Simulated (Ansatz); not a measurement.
Given:

HfO₂ (tetragonal-ZrO2 type, space group P4_2/nmc)

```
HfO2
1.0
    3.56753     0.00000     0.00000
    0.00000     3.56753     0.00000
    0.00000     0.00000     5.16669
Hf O
2 4
Cartesian
  0.00000   0.00000   0.00000
  1.78377   1.78377   2.58335
  0.00000   1.78377   1.03385
  0.00000   1.78377   3.61720
  1.78377   0.00000   1.54950
  1.78377   0.00000   4.13284
```

In each cell atom 6 (O, nearest neighbour Hf at 2.062 Å; its periodic images, 3.6 Å or more away, move with it) moves by s·(0.707, 0.707, 0.000) (along Cartesian [110]), the rest being held.

Level of theory: PBEsol (plane waves to 420 eV, PAW, scalar-relativistic; Ansatz, a quantum-chemistry and plane-wave program). k mesh 8×8×5 (Γ-centred), Fermi-Dirac smearing 0.05 eV. The energy includes the smearing's −TS. Left out: 4 of 11 points, with atoms too close for the PAW data. HfO2 is run without spin polarisation. HfO2 was relaxed with its symmetry unable to fall. Spin-orbit coupling is left out, though Hf is heavy. The PAW data are Ansatz's earlier set. This is a high-temperature form of HfO2. ΔE is measured from the undisplaced structure.

The scan covers s from -0.372 to 0.372 Å in 7 points.

**Question.** Is the energy the same for equal positive and negative displacements?

**Answer.** Even: the same for both signs. With its periodic images moving along, the atom's site symmetry in this cell is mm2.

**Question.** What is the force constant k = d²E/ds² of this move at s = 0?

**Answer.** 12.2 eV/Å².

(A displaced cell: forces are minus the slopes of the energy, force constants its curvatures, and phonons follow from these.)
